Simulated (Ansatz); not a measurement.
Profile along the V–O line in SrVO3 (cubic perovskite)

SrVO$_{3}$ (cubic perovskite)

```
SrVO3
1.0
    3.85762     0.00000     0.00000
    0.00000     3.85762     0.00000
    0.00000     0.00000     3.85762
Sr V O
1 1 3
Direct
  0.00000   0.00000   0.00000
  0.50000   0.50000   0.50000
  0.00000   0.50000   0.50000
  0.50000   0.50000   0.00000
  0.50000   0.00000   0.50000
```

Fields along a shortest V–O line of a {100} plane (1.93 Å), from V to O, interpolated on the slice's grid (step about 0.1 Å). Level of theory: PBE (plane waves to 420 eV, PAW, scalar-relativistic; Ansatz, a program for electronic structure). k mesh 12×12×12. Inside the PAW spheres the values are not all-electron values, and peaks at nuclei hang on which shells count as valence. SrVO3 is run without spin polarisation and with no Hubbard U. SrVO3 was relaxed with its symmetry unable to fall.

| distance from V (Å) | valence electron density (e/Å³) | electron localisation function |
|---|---|---|
| 0.00 | 16.56 | x |
| 0.19 | 14.33 | x |
| 0.39 | 9.00 | x |
| 0.58 | 3.89 | 0.63 |
| 0.77 | 1.28 | 0.26 |
| 0.96 | 0.72 | 0.19 |
| 1.16 | 1.06 | 0.63 |
| 1.35 | 2.26 | 0.81 |
| 1.54 | 4.64 | x |
| 1.74 | 6.87 | x |
| 1.93 | 7.68 | x |

x: too close to a nucleus for the ELF to mean much.

Density on the V–O line (1.93 Å) at its midpoint: 0.72 e/Å³. ELF at that point: 0.19.
